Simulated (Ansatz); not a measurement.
Relaxed-ion elastic tensor of LaOF in space group P4/nmm (No. 129; La on 2c, O on 2b, F on 2a) in GPa (Voigt order), plane-wave PAW LDA (Ansatz code); density 6.32 g/cm³, 15.24 Å³ per atom.

```csv
,1,2,3,4,5,6
1,205,104,80.9,0.0,0.0,0.0
2,104,205,80.9,0.0,0.0,0.0
3,80.9,80.9,208,0.0,0.0,0.0
4,0.0,0.0,0.0,46.2,0.0,0.0
5,0.0,0.0,0.0,0.0,46.2,0.0
6,0.0,0.0,0.0,0.0,0.0,77.0
```

Task: Is the crystal mechanically stable?

Result: Yes: the smallest eigenvalue of C is 46.2 GPa.

Task: Work out the Voigt, Reuss and Hill averages.

Result: K_V = 128, K_R = 128, K_H = 128; G_V = 57.4, G_R = 54.9, G_H = 56.2 GPa.

Task: Give Young's modulus, Poisson's ratio, Pugh's ratio and the universal anisotropy index.

Result: E = 9KG/(3K + G) = 147 GPa; ν = 0.31; K/G = 2.27 (ductile by the Pugh limit of 1.75); A_U = 5G_V/G_R + K_V/K_R − 6 = 0.22.

Task: Estimate the sound speeds and the Debye temperature.

Result: v_l = √((K + 4G/3)/ρ) = 5660 m/s, v_t = √(G/ρ) = 2980 m/s, mean 3330 m/s; Θ = (h/k)(3n/4πV)^(1/3) v_m = 400 K.

Task: How much does each axis shrink under pressure?

Result: Linear compressibilities β_i = Σ_j S_ij (j = 1 to 3): x 2.5, y 2.5, z 2.9 per TPa.

The workflow started from a Materials Project entry (that database holds measured and hypothetical structures alike); the Crystallography Open Database copy checked does not list it. COD files the formula under space group No. 166, so this cell is another polymorph or a model. Whether it is the stable phase at ambient conditions was not checked. The cell was relaxed with LDA under the symmetry of its start; phonons on a q-mesh show no instability. Scalar-relativistic: spin–orbit coupling is off unless named, which matters more the heavier the elements.

Potentials: the later of the program's two PAW sets.
